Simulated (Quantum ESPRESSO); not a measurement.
Simulation results for Ta2ZnCuIr2Pd2 (simulated cell)

Calculation on a made-up metal alloy cell, not a measurement: no spin or spin-orbit, unrelaxed, 2900 K smearing, stress positive in tension, cell energy less fitted offsets; periodic Kohn-Sham density functional theory in plane waves with PseudoDojo standard norm-conserving scalar-relativistic pseudopotentials, each functional with its own files (v0.5 for PBE, v0.4.1 for LDA and PBEsol), eight atoms on drawn sites of a strained close-packed or body-centred lattice, each displaced and held fixed; the energy is the cell's free energy, ions and the entropy term -TS included, at the stated Fermi-Dirac width, less a fixed offset for each atom's element (shifted free energy); compositions with an open d shell lost a parallel starting moment in a cheaper test run, and other magnetic orders were not tried; an error bar is the largest change of its kind in a tighter rerun, never given below 0.002 eV, 0.02 GPa or 0.003 eV/angstrom, and covers cutoff and k-mesh only, not smearing or the files. Program: Quantum ESPRESSO 7.5.

Settings shared by all entries: lattice type hexagonal close-packed; functional pbe; cutoff 1252 eV; fermi dirac smearing 0.25 eV; electrons removed 0; k mesh 9 x 5 x 3 shifted half a step off Gamma on each axis.

Notes on all entries: the copper pseudopotential is less sure than most, with forces differing by about three percent and pressure by about two GPa from a second method on plain copper; heavy elements are run without spin-orbit coupling, which real alloys of them have; a spin test at this wide smearing found no moment, but such smearing suppresses magnetism that the real alloy may have; lattice, volume and sites are drawn at random and may be unstable or far from any real phase; energies are for the whole cell, less offsets fitted to these runs, so they are not formation energies; error bars: energy 0.0076 eV, stress 0.13 GPa, force 0.0075 eV/Å, from a tighter rerun of a related cell, whose elements or sites may differ.

(1) Ta2ZnCuIr2Pd2 (simulated cell)

```
Ta2ZnCuIr2Pd2
1.0
      2.7622     0.0087     0.0349
      1.3164    -2.3652    -4.5486
      1.3466     7.1895    -4.5892
Zn Ta Cu Ir Ta Pd Ir Pd
1 1 1 1 1 1 1 1
Direct
  -0.01960 -0.00944 -0.00657
  0.03017 0.49562 0.50464
  0.25776 0.47573 0.04883
  0.24469 0.96644 0.54129
  0.47762 0.26679 0.74626
  0.51780 0.73627 0.24923
  0.78284 0.20742 0.27929
  0.74192 0.69343 0.79403
```

```
entropy term negative ts : -1.239 eV
pressure                 : 6.12 GPa
stress xx                : -9.26 GPa
stress yy                : -7.48 GPa
stress zz                : -1.61 GPa
stress yz                : -3.26 GPa
stress xz                : 1.74 GPa
stress xy                : -0.64 GPa
shifted free energy      : -0.354 eV
```

Atoms:
```tsv
atoms element	atom site	atom energy offset (eV)
Zn	1	-5688.29
Ta	2	-1771.44
Cu	3	-5159.25
Ir	4	-3133.86
Ta	5	-1771.44
Pd	6	-3687.45
Ir	7	-3133.86
Pd	8	-3687.45
```

Forces:
```tsv
site	x (eV/Å)	y (eV/Å)	z (eV/Å)
1	0.108	0.704	-0.425
2	-0.66	-2.771	0.559
3	-0.143	0.144	0.697
4	0.219	-0.714	0.147
5	0.261	2.285	1.252
6	0.108	-0.727	-0.601
7	-0.15	0.983	-0.262
8	0.257	0.096	-1.366
```

(2) Ta2ZnCuIr2Pd2 (simulated cell)

```
Ta2ZnCuIr2Pd2
1.0
      2.7622     0.0087     0.0349
      1.3164    -2.3652    -4.5486
      1.3466     7.1895    -4.5892
Zn Ta Cu Ir Ta Pd Ir Pd
1 1 1 1 1 1 1 1
Direct
  -0.01960 -0.00944 -0.00657
  0.03017 0.49562 0.50464
  0.25776 0.47573 0.04883
  0.24469 0.96644 0.54129
  0.47762 0.26679 0.74626
  0.51780 0.73627 0.24923
  0.78284 0.20742 0.27929
  0.74191 0.69168 0.79576
```

```
entropy term negative ts : -1.238 eV
pressure                 : 6.08 GPa
stress xx                : -9.33 GPa
stress yy                : -7.32 GPa
stress zz                : -1.6 GPa
stress yz                : -3.24 GPa
stress xz                : 1.76 GPa
stress xy                : -0.61 GPa
shifted free energy      : -0.355 eV
```

Atoms:
```tsv
atoms element	atom site	atom energy offset (eV)
Zn	1	-5688.29
Ta	2	-1771.44
Cu	3	-5159.25
Ir	4	-3133.86
Ta	5	-1771.44
Pd	6	-3687.45
Ir	7	-3133.86
Pd	8	-3687.45
```

Forces:
```tsv
site	x (eV/Å)	y (eV/Å)	z (eV/Å)
1	0.11	0.708	-0.437
2	-0.66	-2.754	0.536
3	-0.15	0.186	0.695
4	0.22	-0.652	0.146
5	0.258	2.289	1.3
6	0.108	-0.723	-0.601
7	-0.15	0.989	-0.264
8	0.263	-0.043	-1.376
```

(3) Ta2ZnCuIr2Pd2 (simulated cell)

```
Ta2ZnCuIr2Pd2
1.0
      2.7622     0.0087     0.0349
      1.3164    -2.3652    -4.5486
      1.3466     7.1895    -4.5892
Zn Ta Cu Ir Ta Pd Ir Pd
1 1 1 1 1 1 1 1
Direct
  -0.01960 -0.00944 -0.00657
  0.03017 0.49562 0.50464
  0.25776 0.47573 0.04883
  0.24469 0.96644 0.54129
  0.47762 0.26679 0.74626
  0.51780 0.73627 0.24923
  0.78284 0.20742 0.27929
  0.74190 0.69029 0.79714
```

```
entropy term negative ts : -1.238 eV
pressure                 : 6.07 GPa
stress xx                : -9.39 GPa
stress yy                : -7.21 GPa
stress zz                : -1.61 GPa
stress yz                : -3.23 GPa
stress xz                : 1.76 GPa
stress xy                : -0.59 GPa
shifted free energy      : -0.353 eV
```

Atoms:
```tsv
atoms element	atom site	atom energy offset (eV)
Zn	1	-5688.29
Ta	2	-1771.44
Cu	3	-5159.25
Ir	4	-3133.86
Ta	5	-1771.44
Pd	6	-3687.45
Ir	7	-3133.86
Pd	8	-3687.45
```

Forces:
```tsv
site	x (eV/Å)	y (eV/Å)	z (eV/Å)
1	0.112	0.71	-0.447
2	-0.66	-2.74	0.519
3	-0.156	0.222	0.694
4	0.221	-0.606	0.146
5	0.256	2.292	1.337
6	0.108	-0.72	-0.601
7	-0.149	0.994	-0.265
8	0.269	-0.152	-1.384
```
